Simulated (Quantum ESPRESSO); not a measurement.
Simulation results for MgGa₂SiP₄ (made-up cell)

Calculation on a made-up crystal cell, not a measurement, rerun at a higher cutoff and a denser mesh: periodic Kohn-Sham density functional theory in plane waves with PseudoDojo standard norm-conserving scalar-relativistic pseudopotentials, each functional with its own files (v0.5 for PBE, v0.4.1 for LDA and PBEsol), no spin polarisation, no spin-orbit coupling, atoms not relaxed, stress positive in tension, energies less a fixed whole-eV offset for each atom's element; levels are Kohn-Sham levels at fractions of this cell's reciprocal vectors, counted from the reference band (half the neutral cell's valence electrons, rounded up) at Gamma; error bars give the change to or from the runs named with them, not the error of the files; each bar is the largest change over components, and at least 0.002 eV, 0.002 eV per angstrom or 0.02 GPa; energies are for the whole cell, and the offsets were chosen from early runs and are not element reference energies. Program: Quantum ESPRESSO 7.5.

```cif
# cell vector a (Å): 5.4630 0.0136 -0.0475
# cell vector b (Å): 0.0136 5.5764 0.0222
# cell vector c (Å): -0.0475 0.0222 5.5706
data_MgGa2SiP4
_symmetry_space_group_name_H-M 'P 1'
_symmetry_Int_Tables_number 1
_cell_length_a 5.4632
_cell_length_b 5.5765
_cell_length_c 5.5708
_cell_angle_alpha 89.545
_cell_angle_beta 90.986
_cell_angle_gamma 89.720
_cell_volume 169.69
loop_
_atom_site_label
_atom_site_type_symbol
_atom_site_fract_x
_atom_site_fract_y
_atom_site_fract_z
_atom_site_occupancy
Ga1 Ga 0.98171 0.00838 0.99545 1
Si1 Si 0.00774 0.49107 0.48967 1
Mg1 Mg 0.50567 0.99750 0.50615 1
Ga2 Ga 0.48643 0.50264 0.99392 1
P1 P 0.25239 0.25832 0.22823 1
P2 P 0.24411 0.73864 0.74338 1
P3 P 0.75281 0.25232 0.73104 1
P4 P 0.74597 0.76026 0.23489 1
_calc_lattice_type 'zincblende/diamond'
_calc_functional 'pbe'
_calc_cutoff 1437  # eV
_calc_fermi_dirac_smearing 0.025  # eV
_calc_scf_tolerance 1e-07  # eV
_calc_electrons_removed 0
_calc_k_mesh '6 x 6 x 6, shifted by half a step'
_calc_pressure ?
_calc_stress_yz ?
```

Atoms:
```tsv
atoms element	atom site	atom energy offset (eV)
Ga	1	-2080
Si	2	-115
Mg	3	-1617
Ga	4	-2080
P	5	-189
P	6	-189
P	7	-189
P	8	-189
```

Questions
1. Estimate the pressure of MgGa₂SiP₄ (made-up cell).
2. Estimate the stress yz of MgGa₂SiP₄ (made-up cell).

Calculated values
1. 0.2289 GPa
2. 1.214 GPa

Further results for MgGa₂SiP₄ (made-up cell):

| Item | Value |
| --- | --- |
| free energy less offsets | -1.472 eV |
| scf iterations | 10 |
| smearing term minus ts | 0 eV |
| stress xx | -1.067 GPa |
| stress yy | -0.242 GPa |
| stress zz | 0.6225 GPa |
| stress xz | -0.965 GPa |
| stress xy | -1.408 GPa |
| error bar energy | 0.007717 eV |
| error bar stress | 0.02 GPa |
| error bar force | 0.00257 eV/Å |
| error bars from | change from the looser run of this cell |

Forces:
```tsv
site	x (eV/Å)	y (eV/Å)	z (eV/Å)
1	0.8136	-0.2485	-0.3904
2	-0.2146	0.558	-0.3244
3	-0.7861	-0.2925	-0.6582
4	1.019	0.1801	-0.3701
5	-0.8898	-0.281	1.108
6	-1.088	0.04957	-0.3344
7	0.6211	1.483	0.4655
8	0.5255	-1.448	0.5042
```
